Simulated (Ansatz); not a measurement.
Below is a relaxed structure of LiTaBr4. The cell was found from a structure generator's guess, not taken from experiment.

Level of theory: Ansatz, DFT PBE, scalar-relativistic, plane waves, PAW. Cutoff 420 eV, Γ-centred mesh, Gaussian smearing, collinear spin.

```
Li Ta Br
1.0
     4.35722   -4.92466    0.00000
     4.35722    4.92466    0.00000
     0.00000    0.00000    4.01736
Li Ta Br
1 1 4
Direct
  0.50000 0.50000 0.50000
  0.00000 0.00000 0.00000
  0.69904 0.69904 0.00000
  0.30096 0.30096 0.00000
  0.17565 0.82435 0.50000
  0.82435 0.17565 0.50000
```

Formation energies are uncorrected and refer to the elements' standard structures at the same level. The references include crystalline Br.

(1) What space group does it have?

(2) How far does it lie from the elements in energy?

(3) Is it a metal?

(4) Which magnetic moments does it keep?

(5) From what recipe could a structure generator have reached it?

## Answers

(1) Cmmm (No. 65), with Li and Ta ordered on rutile sites. Conventional cell: a = 8.714 Å, b = 9.849 Å, c = 4.017 Å. Around Li lie 4 Br at 2.65 Å and 2 Br at 3.19 Å; Ta is surrounded by 6 Br at 2.62–2.65 Å; Br on a site of symmetry 2mm has 1 Ta at 2.62 Å and 2 Li at 2.65 Å; Br on a site of symmetry m2m is surrounded by 2 Ta at 2.65 Å and 1 Li at 3.19 Å.

(2) −0.88 eV/atom. It lies below the elements, which doesn't yet make it stable against other compounds or structures.

(3) Yes, bands cross the Fermi level on the 6×6×10 mesh.

(4) 0.33 μB per atom net, the space between the atoms included; by site: Ta 1.2 μB.

(5) One such recipe: ordered mixture on the cation sites of rutile (Cmmm, No. 65). Other recipes can lead to the same cell.

The last run used collinear spin, a 6×6×10 mesh (in the run's order of axes) for its 6-atom cell and Gaussian smearing of 0.10 eV. Weakly bound directions are ill-defined at this level, which has no dispersion term. Spin–orbit coupling, which can matter for Ta, is left out. The reference form of Br is held partly by dispersion forces, which this level lacks. Another magnetic order may lie lower. A structure relaxed within its symmetry needn't be a true minimum.
